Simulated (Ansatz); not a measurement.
TiAl2 in space group I4_1/amd (No. 141; Ti on 8e, Al on 8e, Al on 8e) under volume change, the program Ansatz at the PBEsol level (PAW), shape and atoms relaxed at each volume.

| V (Å³/atom) | E − E(relaxed) (meV/atom) | P (GPa) |
|---|---|---|
| 14.156 | 52.8 | 13.06 |
| 14.623 | 22.2 | 8.04 |
| 15.089 | ? | ? |
| 15.556 | 0.0 | 0.00 |
| 16.023 | 4.8 | -3.20 |
| 16.489 | ? | ? |
| 16.956 | 39.0 | -8.30 |

Complete the blanks.


- 16.489, E − E(relaxed) (meV/atom): 18.2
- 16.489, P (GPa): -5.94
- 15.089, E − E(relaxed) (meV/atom): 5.3
- 15.089, P (GPa): 3.72

What does a third-order Birch–Murnaghan fit give for V₀, B₀ and B′?

V₀ = 15.56 Å³/atom, B₀ = 115 GPa, B′ = 4.0.

The first step of the workflow began from a Materials Project structure, measured or hypothetical; the Crystallography Open Database copy checked does not list it. COD files the formula under space group No. 65. With Ti and Al taken as one species the cell has the higher symmetry Fm-3m, so it may be an ordered model of a mixed-site phase. Its standing as an ambient phase is unchecked. Symmetry was held in the PBEsol relaxation; its stability against distortions is not shown here. No spin polarisation was allowed.

Potentials: the later of the program's two PAW sets.
